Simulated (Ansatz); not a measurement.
Data:

CdPS3:
```cif
data_Cd6P6S18
_chemical_formula_sum 'Cd6 P6 S18'
_space_group_name_H-M_alt 'R-3 :H'
_space_group_IT_number 148
_space_group_name_Hall '-R 3'
_cell_length_a 6.11232
_cell_length_b 6.11232
_cell_length_c 18.92641
_cell_angle_alpha 90.000
_cell_angle_beta 90.000
_cell_angle_gamma 120.000
loop_
_atom_site_label
_atom_site_type_symbol
_atom_site_symmetry_multiplicity
_atom_site_Wyckoff_symbol
_atom_site_fract_x
_atom_site_fract_y
_atom_site_fract_z
_atom_site_occupancy
Cd1 Cd 6 c 0.00000 0.00000 0.32551 1
P1 P 6 c 0.00000 0.00000 0.05884 1
S1 S 18 f 0.35673 0.00625 0.24484 1
```
(The calculation used a cell of 10 atoms; values per cell refer to that cell.)

This is the LDA-relaxed structure.

Question: All from LDA in the plane-wave PAW code Ansatz, unless another level is named. Give the electronic dielectric constant ε∞ (DFPT).

Answer: 7.74 (xx = yy), 5.47 (zz).

Question: And the Bader charges?

Answer: Cd +0.81, P +1.03, S -0.61 e.

Question: Next, the Born charges (a third of the trace)?

Answer: Cd +2.48, P +2.23, S -1.57 e.

The workflow started from an entry of the Crystallography Open Database (COD); the relaxed space group is not among those it files for this formula. COD files the formula under space group No. 146. Its standing as an ambient phase is unchecked. The LDA relaxation kept the symmetry of its start; its stability against distortions is not shown here. A crystal of weakly bound layers computed without a dispersion correction: the cell and the soft elastic constants depend strongly on that. Spin–orbit coupling is left out wherever it is not named.

Potentials: the later of the program's two PAW sets.
